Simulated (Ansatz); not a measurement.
Relaxed-ion elastic tensor of NaF (zinc blende, F-43m) in GPa (Voigt order), r²SCAN in the plane-wave PAW code Ansatz; density 2.15 g/cm³, 16.23 Å³ per atom.

```
39.7  36.1  36.1   0.0   0.0   0.0
36.1  39.7  36.1   0.0   0.0   0.0
36.1  36.1  39.7   0.0   0.0   0.0
 0.0   0.0   0.0  14.2   0.0   0.0
 0.0   0.0   0.0   0.0  14.2   0.0
 0.0   0.0   0.0   0.0   0.0  14.2
```

Task: Is the crystal mechanically stable?

Result: Yes: the smallest eigenvalue of C is 3.6 GPa.

Task: Work out the Voigt, Reuss and Hill averages.

Result: K_V = 37.3, K_R = 37.3, K_H = 37.3; G_V = 9.2, G_R = 3.8, G_H = 6.5 GPa.

Task: Give Young's modulus, Poisson's ratio, Pugh's ratio and the universal anisotropy index.

Result: E = 9KG/(3K + G) = 18.5 GPa; ν = 0.42; K/G = 5.72 (ductile by the Pugh limit of 1.75); A_U = 5G_V/G_R + K_V/K_R − 6 = 7.11.

Task: Estimate the sound speeds and the Debye temperature.

Result: v_l = √((K + 4G/3)/ρ) = 4630 m/s, v_t = √(G/ρ) = 1740 m/s, mean 1980 m/s; Θ = (h/k)(3n/4πV)^(1/3) v_m = 232 K.

Task: Give the Zener ratio and Young's modulus along [100], [110] and [111].

Result: A = 2C44/(C11 − C12) = 7.80; 1/E = S11 − 2(S11 − S12 − S44/2)Γ with Γ = 0, 1/4, 1/3 gives 5.4, 15.0, 37.7 GPa.

Task: Solve the Christoffel equation for the three sound speeds along [100], [110], [111].

Result: Eigenvalues of C_ijkl n_j n_l equal ρv² (piezoelectric stiffening left out). In km/s, slowest first: [100] 2.57, 2.57, 4.30; [110] 0.92, 2.57, 4.92; [111] 1.66, 1.66, 5.11.

The start of the workflow was typed in or built on a structure type; neither database checked (COD, Materials Project) lists it. It is not the phase usual at ambient conditions (space group No. 225). Symmetry was held in the r²SCAN relaxation; its stability against distortions is not shown here.

Potentials: the later of the program's two PAW sets.
